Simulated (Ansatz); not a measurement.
PbS:
```xyz
2
Lattice="0.0000 2.9872 2.9872 2.9872 0.0000 2.9872 2.9872 2.9872 0.0000" Properties=species:S:1:pos:R:3 pbc="T T T"
Pb     0.0000     0.0000     0.0000
S      2.9872     2.9872     2.9872
```

Relaxed with r²SCAN.

Q: Which orbitals make up the states near the band edges in the program Ansatz at the r²SCAN level (PAW)?

A: Top 1 eV of the valence band: S 3p 69 %, Pb 6s 20 %, Pb 6p 9 %. Bottom 1 eV of the conduction band: Pb 6p 70 %, S 3s 15 %, S 3p 9 %. Projections are on Löwdin-orthogonalised atomic valence shells; empty p or d shells of many metals are not among them.

Q: Tabulate the density of states.

A: States/eV per cell of 2 atoms, in 0.25 eV bins, energy from the valence-band maximum.

| E (eV) | total | S 3p | Pb 6p | Pb 6s |
|---|---|---|---|---|
| -7.85 | 1.22 | 0.18 | 0.02 | 0.90 |
| -7.60 | 0.89 | 0.11 | 0.01 | 0.65 |
| -7.35 | 0.37 | 0.05 | 0.00 | 0.25 |
| -7.10 | 0.20 | 0.03 | 0.00 | 0.13 |
| -6.85 | 0.14 | 0.02 | 0.00 | 0.09 |
| -6.60 | 0.08 | 0.01 | 0.00 | 0.05 |
| -6.35 | 0.04 | 0.00 | 0.00 | 0.03 |
| -6.10 | 0.00 | 0.00 | 0.00 | 0.00 |
| -5.85 | 0.00 | 0.00 | 0.00 | 0.00 |
| -5.60 | 0.00 | 0.00 | 0.00 | 0.00 |
| -5.35 | 0.00 | 0.00 | 0.00 | 0.00 |
| -5.10 | 0.09 | 0.05 | 0.04 | 0.00 |
| -4.85 | 0.34 | 0.18 | 0.14 | 0.01 |
| -4.60 | 0.51 | 0.29 | 0.20 | 0.01 |
| -4.35 | 0.74 | 0.44 | 0.28 | 0.02 |
| -4.10 | 0.84 | 0.51 | 0.29 | 0.02 |
| -3.85 | 1.07 | 0.68 | 0.35 | 0.02 |
| -3.60 | 1.39 | 0.93 | 0.41 | 0.03 |
| -3.35 | 1.85 | 1.29 | 0.49 | 0.03 |
| -3.10 | 1.89 | 1.36 | 0.45 | 0.04 |
| -2.85 | 1.92 | 1.43 | 0.40 | 0.04 |
| -2.60 | 2.01 | 1.56 | 0.36 | 0.05 |
| -2.35 | 2.10 | 1.70 | 0.30 | 0.06 |
| -2.10 | 2.19 | 1.84 | 0.23 | 0.07 |
| -1.85 | 1.38 | 1.14 | 0.13 | 0.08 |
| -1.60 | 0.82 | 0.57 | 0.12 | 0.12 |
| -1.35 | 1.25 | 0.89 | 0.14 | 0.19 |
| -1.10 | 1.76 | 1.30 | 0.14 | 0.28 |
| -0.85 | 1.14 | 0.79 | 0.10 | 0.22 |
| -0.60 | 0.57 | 0.38 | 0.05 | 0.12 |
| -0.35 | 0.13 | 0.09 | 0.01 | 0.03 |
| -0.10 | 0.01 | 0.01 | 0.00 | 0.00 |
| 0.15 | 0.00 | 0.00 | 0.00 | 0.00 |
| 0.40 | 0.00 | 0.00 | 0.00 | 0.00 |
| 0.65 | 0.00 | 0.00 | 0.00 | 0.00 |
| 0.90 | 0.04 | 0.00 | 0.03 | 0.00 |
| 1.15 | 0.19 | 0.02 | 0.13 | 0.00 |
| 1.40 | 0.33 | 0.03 | 0.23 | 0.01 |
| 1.65 | 0.70 | 0.07 | 0.50 | 0.01 |
| 1.90 | 0.93 | 0.09 | 0.67 | 0.01 |
| 2.15 | 1.02 | 0.10 | 0.75 | 0.02 |
| 2.40 | 1.34 | 0.12 | 1.03 | 0.02 |
| 2.65 | 1.39 | 0.13 | 1.11 | 0.01 |
| 2.90 | 1.46 | 0.17 | 1.15 | 0.01 |
| 3.15 | 1.36 | 0.19 | 1.04 | 0.01 |
| 3.40 | 1.33 | 0.22 | 0.99 | 0.01 |
| 3.65 | 1.38 | 0.25 | 0.98 | 0.01 |
| 3.90 | 1.52 | 0.30 | 1.04 | 0.01 |
| 4.15 | 1.84 | 0.36 | 1.13 | 0.01 |
| 4.40 | 2.58 | 0.53 | 1.48 | 0.01 |
| 4.65 | 2.83 | 0.64 | 1.59 | 0.01 |
| 4.90 | 1.68 | 0.44 | 1.01 | 0.00 |
| 5.15 | 1.08 | 0.32 | 0.65 | 0.00 |
| 5.40 | 0.59 | 0.20 | 0.35 | 0.00 |

Space group Fm-3m (rock salt). Symmetry was held in the r²SCAN relaxation. Scalar-relativistic: spin–orbit coupling is off unless named, which matters more the heavier the elements.

Potentials: the later of the program's two PAW sets.
